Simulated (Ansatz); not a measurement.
**Field gradients at the nuclei in SiNi3 under strain**

The cell is an entry of the Crystallography Open Database (COD), relaxed with PBE at fixed cell and then changed (z stretched by 2 %, ions relaxed).

```xyz
4
Lattice="3.5511 0.0000 0.0000 0.0000 3.5511 0.0000 0.0000 0.0000 3.6221" Properties=species:S:1:pos:R:3 pbc="T T T"
Si    0.0000    0.0000    0.0000
Ni    0.0000    1.7755    1.8111
Ni    1.7755    0.0000    1.8111
Ni    1.7755    1.7755    0.0000
```

Sites (sets of like atoms) are named by element and the number of their first atom in this list.

The numbers come from a DFT calculation in Ansatz (PBE, plane waves and PAW, scalar-relativistic, collinear spin, 420 eV cutoff, Γ-centred 13×13×13 k-points, Fermi–Dirac smearing 0.05 eV). Start moments as typed (μB): 1.5 on each Ni, none on the rest.

C_Q = eQV_zz/h, which is 24.18 MHz for Q = 1 b and V_zz = 10²¹ V/m²; η = (V_xx − V_yy)/V_zz. ν_Q = 3|C_Q|/[2I(2I − 1)].

Ni-61: I = 3/2, Q = 162.0 mb. Q values from Pyykkö, Mol. Phys. 116, 1328 (2018).

Question: What field gradients does the calculation give at each kind of site?

Answer: 

```json
{"site": "Ni2", "atoms (order as listed)": "2, 3", "first shell": "8 Ni at 2.51–2.54 Å, 4 Si at 2.54 Å", "C_Q (MHz)": "-17.3", "η": "0.04", "ν_Q (MHz)": "8.65"}
{"site": "Ni4", "atoms (order as listed)": "4", "first shell": "4 Si at 2.51 Å, 8 Ni at 2.54 Å", "C_Q (MHz)": "-17.2", "η": "0.00", "ν_Q (MHz)": "8.58"}
```

An axis of threefold or higher order runs through Ni4, so V_zz lies along it and η is zero.

Si has no stable isotope with a ground-state quadrupole moment in the table, so these sites are left out.

With no gap above 0.1 eV, as in a metal, the gradients converge slowly in k; expect changes of a tenth or more on a denser mesh. With these PAW files V_zz is typically within 2 to 3 % of all-electron values, but misses above 10 % occur on Ni. At this changed cell the PBE pressure is -11 GPa. The start moments die out, and the run ends without spin.
